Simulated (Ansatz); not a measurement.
TiZn2O4:
```cif
data_O16Ti4Zn8
_chemical_formula_sum 'Ti4 Zn8 O16'
_space_group_name_H-M_alt 'Imma'
_space_group_IT_number 74
_space_group_name_Hall '-I 2b 2'
_cell_length_a 5.88213
_cell_length_b 5.95988
_cell_length_c 8.61388
_cell_angle_alpha 90.000
_cell_angle_beta 90.000
_cell_angle_gamma 90.000
loop_
_space_group_symop_operation_xyz
  'x, y, z'
  '-x, -y, -z'
  '-x, -y+1/2, z'
  'x, y+1/2, -z'
  'x, -y, -z'
  '-x, y, z'
  '-x, y+1/2, -z'
  'x, -y+1/2, z'
  'x+1/2, y+1/2, z+1/2'
  '-x+1/2, -y+1/2, -z+1/2'
  '-x+1/2, -y, z+1/2'
  'x+1/2, y, -z+1/2'
  'x+1/2, -y+1/2, -z+1/2'
  '-x+1/2, y+1/2, z+1/2'
  '-x+1/2, y, -z+1/2'
  'x+1/2, -y, z+1/2'
loop_
_atom_site_label
_atom_site_type_symbol
_atom_site_symmetry_multiplicity
_atom_site_Wyckoff_symbol
_atom_site_fract_x
_atom_site_fract_y
_atom_site_fract_z
_atom_site_occupancy
Ti1 Ti 4 b 0.00000 0.00000 0.50000 1
Zn1 Zn 4 e 0.00000 0.25000 0.13891 1
Zn2 Zn 4 d 0.25000 0.25000 0.75000 1
O1 O 8 h 0.00000 0.01319 0.72547 1
O2 O 8 i 0.27539 0.25000 0.00301 1
```
(The calculation used a cell of 14 atoms; values per cell refer to that cell.)

Relaxed with r²SCAN. 

Q: HSE06 on this cell (Ansatz, a program for electronic structure, PAW) gives a gap of 3.16 eV. What does r²SCAN give?

A: 1.86 eV.

Cost on shared cores: the r²SCAN run (SCF on a 7×7×7 mesh, then bands and DOS) very roughly 9 core-minutes, the HSE06 run (SCF on 4×4×4, then a few points) around 9 core-minutes (rough); the tasks are unlike.

The first step of the workflow began from a Materials Project structure, measured or hypothetical; the Crystallography Open Database copy checked does not list it. COD files the formula under space group No. 95. With Ti and Zn taken as one species the cell has the higher symmetry Fd-3m, so it may be an ordered model of a mixed-site phase. Whether it is the stable phase at ambient conditions was not checked. The cell was relaxed with r²SCAN under the symmetry of its start; whether a distortion lowers the energy is not shown. The run is not spin-polarised.

Potentials: the later of the program's two PAW sets.

Ansatz is a plane-wave DFT program.
